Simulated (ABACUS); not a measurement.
Set-up for a self-consistent single point of CsPbBr3 (P4/mmm, 5 atoms in the cell; from Materials Project mp-600089, changed as shown).

```
CELL_PARAMETERS angstrom
      5.84988     0.00000     0.00000
      0.00000     5.84988     0.00000
      0.00000     0.00000     5.96688
ATOMIC_POSITIONS crystal
  Cs 0.00000 0.00000 0.00000
  Pb 0.50000 0.50000 0.50000
  Br 0.50000 0.50000 0.00000
  Br 0.00000 0.50000 0.50000
  Br 0.50000 0.00000 0.50000
```

Method: PBEsol, PseudoDojo 0.4 standard norm-conserving PBEsol (tails mended) pseudopotentials (plane waves; ABACUS).

ABACUS settings:

* **KPT**: Gamma 4 4 4 0 0 0
* **basis_type**: pw
* **dft_functional**: PBESOL
* **ecutwfc**: 62.5 Ry
* **smearing_method**: gaussian
* **smearing_sigma**: 0.00146997 Ry
* **potentials**: PseudoDojo 0.4 standard norm-conserving PBEsol (tails mended)
* **symmetry**: 1
* **symmetry_prec**: 1e-05
* **ks_solver**: dav
* **scf_nmax**: 100
* **scf_thr**: 1.0e-09 Ry
* **mixing_type**: broyden

Results:

| Property | Result |
|---|---|
| Number of valence electrons | 44 |
| Number of bands | 32 |
| Number of k-points after the program's reduction | 18 |
| Number of plane waves (most at a k-point) | 11552 |
| Number of SCF iterations | 8 |
| FFT grid | 60 × 60 × 60 |
| Free energy E − TS | -3823.8976 eV |
| Top of the valence band (on the code's own zero) | 3.66 eV |
| Gap on the k-point mesh | 1.37 eV |
| Pressure | -0.09 GPa |

Stress (GPa, positive for compression):
```
 0.20   0.00   0.00
 0.00   0.20   0.00
 0.00   0.00  -0.66
```

Gaps are taken between levels on the mesh.

For comparison: a first run was changed to give this one (lattice vector c scaled by 1.02), and from it to this one the free energy stays essentially unchanged (within 1 meV/atom), the pressure goes from 0.33 to -0.09 GPa and the gap on the mesh goes from 1.385 to 1.374 eV.

Spin-orbit coupling is left out, which matters for bands and gaps with elements this heavy. The structure comes from a collection of computed structures, made at another level of theory; the collection holds predicted forms beside known ones. Its lattice was then scaled.

Cost on one core: very roughly 100 core-seconds.

“Tails mended”: in these copies of the files the far tail of each local potential was reset to the Coulomb form.
